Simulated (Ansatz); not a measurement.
## Magnetic orders of CoO

The calculation used DFT PBEsol, scalar-relativistic, plane waves, PAW (Ansatz 0.2.0).

```
Co O
1.0
     2.57246    0.00000    0.00000
     0.00000    2.57246    0.00000
     0.00000    0.00000    2.57246
Co O
1 1
Direct
  0.00000 0.00000 0.00000
  0.50000 0.50000 0.50000
```

The plane-wave cutoff is 420 eV, the Γ-centred k-mesh is 16×16×16 and the occupation rule is Gaussian smearing, 0.1 eV. The list of starting moments (μB, in atom order) is 3 0. The check for lower electronic states after the SCF is off.

Each order was relaxed in cell and atoms. A propagation vector, in units of the reciprocal vectors, doubles the cell, which takes an equally dense mesh. No Hubbard U is used, and semilocal functionals often make open-shell oxides metallic. Site moments are spin moments in atom-centred spheres that scale with the neighbour distance. The states are those that the runs reached from these starts; a lower one can exist.

Question: Order the starts by the energy of the state that they reach, lowest first.
A. ferromagnetic
B. antiferromagnetic, doubled cell, propagation vector (0, 0, 1/2)
C. no spin

Answer: B (0.00 meV/atom), A (30.6 meV/atom), C (237 meV/atom).

```
                                                          start ends energy above lowest (meV/atom) site moments (μB) gap on mesh (eV) volume (Å³/atom)
                                                        no spin non-magnetic                             237      none over 0.05             metal              7.96
                                                  ferromagnetic ferromagnetic                            30.6   Co +2.47, O +0.49             metal              8.51
antiferromagnetic, doubled cell, propagation vector (0, 0, 1/2) antiferromagnetic                            0.00  Co +2.18, Co -2.18             metal              8.36
```

This CsCl-type form isn't the usual stable structure of the compound.

Cost: 3 runs of about 2.5 core-minutes in all, on Arm Neoverse V1 (shared hosts).